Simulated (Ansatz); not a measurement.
Relaxed AlNi (CsCl type):

```yaml
crystal:
  lattice:
    - [2.89304, 0.00000, 0.00000]
    - [0.00000, 2.89304, 0.00000]
    - [0.00000, 0.00000, 2.89304]
  atoms:
    - { symbol: Al, position: [0.00000, 0.00000, 0.00000] }
    - { symbol: Ni, position: [0.50000, 0.50000, 0.50000] }
```

Scan: atom 2 (Ni, nearest neighbour Al at 2.505 Å; its periodic images, 2.9 Å or more away, move with it) is displaced along Cartesian x, direction (1.000, 0.000, 0.000) in Cartesian axes, by s. The other atoms stay.

These are PBE (plane waves to 420 eV, PAW, scalar-relativistic; Ansatz, a quantum-chemistry and plane-wave program) values and carry that method's errors. k mesh 13×13×13 (Γ-centred), Fermi-Dirac smearing 0.05 eV. The energy includes the smearing's −TS. With partly filled bands, energies and forces of such displacements shift with the k mesh and the smearing. AlNi is run without spin polarisation. AlNi was relaxed with its symmetry unable to fall. The zero of ΔE is the undisplaced structure. The last digit holds for this mesh only.

```tsv
s (Å)	ΔE (meV/cell)
-0.500	705.5
-0.400	withheld
-0.300	255.1
-0.200	113.3
-0.100	28.3
0.000	0.0
0.100	28.3
0.200	113.3
0.300	255.1
0.400	withheld
0.500	705.5
```

Fit an even polynomial form (powers 2, 4) to the given rows and predict ΔE at s = -0.400.

Least squares on the 9 given rows: ΔE = (2839)·s² + (-69.73)·s⁴, in meV/cell with s in Å; root-mean-square residual 0.12 meV/cell. At -0.400 the fit gives 452.5 meV/cell; the calculation gives 453.2 meV/cell, so the interpolation is off by -0.7 (-0.2 %). The quadratic term alone would give 454.2 meV/cell.

(A displaced cell: forces are minus the slopes of the energy, force constants its curvatures, and phonons follow from these.)
